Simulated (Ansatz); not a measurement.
NaH:
```yaml
crystal:
  lattice:
    - [0.00000, 2.39569, 2.39569]
    - [2.39569, 0.00000, 2.39569]
    - [2.39569, 2.39569, 0.00000]
  atoms:
    - { symbol: Na, position: [0.00000, 0.00000, 0.00000] }
    - { symbol: H, position: [0.50000, 0.50000, 0.50000] }
```

Tensor components refer to the Cartesian frame of this cell.

### Question
Give the high-frequency dielectric tensor and the Born effective charge tensors of the independent atoms from DFPT, PBEsol (plane waves, PAW; program Ansatz).

### Answer

ε∞:
```
3.25  0.00  0.00
0.00  3.25  0.00
0.00  0.00  3.25
```
Z* of atom 1 (Na), rows: field, columns: displacement, in e:
```
0.96  0.00  0.00
0.00  0.96  0.00
0.00  0.00  0.96
```
Z* of atom 2 (H), rows: field, columns: displacement, in e:
```
-0.96   0.00   0.00
 0.00  -0.96   0.00
 0.00   0.00  -0.96
```

Space group Fm-3m (rock salt). Symmetry was held in the PBEsol relaxation; of distortions, only those at the zone centre were tested.

Potentials: the later of the program's two PAW sets.
